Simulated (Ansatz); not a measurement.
ZnS (zinc blende, F-43m), a = b = c = 5.356 Å, α = β = γ = 90.00°; the cell used has 2 atoms.

Relaxed with PBEsol. Plane-wave PAW PBEsol (Ansatz code) gives a gap of 2.08 eV.

Q: What gap does HSE06 give on the same cell (Ansatz, PAW)?

A: 3.46 eV, 1.38 eV more. The hybrid was solved on a coarser mesh and at special points; the gap given is the minimum over both.

```csv
k,v1 PBEsol,c1 PBEsol,v1 HSE06,c1 HSE06
Γ,0.00,2.08,0.00,3.46
X,-2.35,3.17,?,?
L,-0.92,3.23,?,?
W,-2.86,5.54,?,?
K,-1.91,3.95,?,?
```

Q: Top valence (v1) and lowest conduction level (c1) in eV from each method's valence maximum (which need not be a listed point): supply the withheld HSE06 values.

A: 
- L, v1 HSE06: -0.95
- L, c1 HSE06: 4.61
- X, v1 HSE06: -2.45
- X, c1 HSE06: 4.32
- K, v1 HSE06: -1.99
- K, c1 HSE06: 5.20
- W, v1 HSE06: -2.99
- W, c1 HSE06: 6.78

Cost on shared cores: the PBEsol run (SCF on a 9×9×9 mesh, then bands and DOS) around 14 core-seconds (rough), the HSE06 run (SCF on 7×7×7, then a few points) very roughly 120 core-seconds; the tasks are unlike.

The PBEsol relaxation kept the symmetry of its start.

Potentials: the earlier of the program's two PAW sets. The files were generated under PBE; for other functionals the program regenerates the frozen cores, and for LDA and PBEsol the local potential too.
